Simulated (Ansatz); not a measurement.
MgIn2S4:
```xyz
14
Lattice="0.0000 5.3308 5.3308 5.3308 0.0000 5.3308 5.3308 5.3308 0.0000" Properties=species:S:1:pos:R:3 pbc="T T T"
Mg     5.3308     5.3308     5.3308
Mg     7.9962     7.9962     7.9962
In     1.3327     1.3327     1.3327
In     1.3327     3.9981     3.9981
In     3.9981     3.9981     1.3327
In     3.9981     1.3327     3.9981
S      9.4047     6.5877     6.5877
S      6.7393     6.7393     3.9223
S      6.5877     9.4047     6.5877
S      3.9223     3.9223     3.9223
S      9.4047     9.4047     9.4047
S      6.7393     3.9223     6.7393
S      6.5877     6.5877     9.4047
S      3.9223     6.7393     6.7393
```

Relaxed with LDA. Special points in fractions of this cell's reciprocal vectors: Γ (0.000, 0.000, 0.000); X (0.500, 0.000, 0.500); U (0.625, 0.250, 0.625); K (0.375, 0.375, 0.750); L (0.500, 0.500, 0.500); W (0.500, 0.250, 0.750).

Q: List the band energies nearest the valence-band maximum at these points for DFT-LDA in the program Ansatz with PAW potentials.

A: In eV from the valence-band maximum; about four levels below and three above (degenerate sets whole), none deeper than 8.9 eV; points with the same levels are listed once.

```tsv
k	below	above
Γ	-0.16 -0.16 0.00 0.00 0.00	1.64 1.64 1.64
X	-0.45 -0.45 -0.13 -0.13	3.28 3.28 3.57 3.57
U	-0.82 -0.57 -0.41 -0.06	3.29 3.42 3.51
L	-0.46 -0.46 -0.39 -0.07 -0.07	2.94 2.94 3.05
W	-0.72 -0.72 -0.30 -0.30	3.49 3.49 3.54 3.54
```

Space group Fd-3m (spinel). The workflow started from a Materials Project entry (that database holds measured and hypothetical structures alike); the Crystallography Open Database files this formula in space group No. 227, but the cells were not matched. Its standing as an ambient phase is unchecked. The cell was relaxed with LDA under the symmetry of its start; of distortions, only those at the zone centre were tested. Spin–orbit coupling is left out wherever it is not named.

Potentials: the later of the program's two PAW sets.
